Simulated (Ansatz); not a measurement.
Data sheet: NbIr (DFT)

NbIr:
```
NbIr
1.0
    4.55811     0.00000     0.00000
    0.00000     2.81825     0.00000
    0.00000     0.00000     4.87185
Ir Nb
2 2
Direct
  0.25000   0.00000   0.81363
  0.75000   0.00000   0.18637
  0.25000   0.50000   0.30788
  0.75000   0.50000   0.69212
```

Space group Pmma (No. 51); conventional cell a = 4.558 Å, b = 2.818 Å, c = 4.872 Å, α = 90.00°, β = 90.00°, γ = 90.00°.

Method: PBEsol in the plane-wave PAW code Ansatz. Structure relaxed to zero pressure with the same functional. Other levels are named where they apply.

### Cell and energy

```
Quantity                                                       Value
-----------------------------------------------------  -------------
Volume per atom                                             15.65 Å³
Density                                                  15.13 g/cm³
Formation energy from the elements (no fitted shifts)  -0.50 eV/atom
```

### Electronic structure

```
Property                                                                     Value
------------------------------------  --------------------------------------------
Electronic character                                             metallic (no gap)
Density of states at the Fermi level  0.91 states/eV per atom (mean over ±0.08 eV)
Gap with spin–orbit coupling                                       none (metallic)
```

### Mechanics

```
Property                              Value
----------------------------------  -------
Bulk modulus (Birch–Murnaghan fit)  273 GPa
Pressure derivative B′                  4.5
```

### Phonons

```
Property                                        Value
-----------------------------  ----------------------
Highest zone-centre frequency                217 cm⁻¹
Zone-centre stability          no imaginary mode at Γ
```

The start of the workflow was typed in or built on a structure type; the Crystallography Open Database copy checked does not list it. COD files the formula under space group No. 123. Its standing as an ambient phase is unchecked. The PBEsol relaxation kept the symmetry of its start. The run is not spin-polarised. As this level gives no gap, phonon frequencies hold no LO–TO term and depend on the k-mesh and smearing (Fermi–Dirac, 0.1 eV here). Axis ratios of metals converge slowly with the k-mesh, so a and c are less sure than the volume. The references are the lowest solids computed at this level, not always the standard phases. Spin–orbit coupling is left out wherever it is not named.

Potentials: the later of the program's two PAW sets.
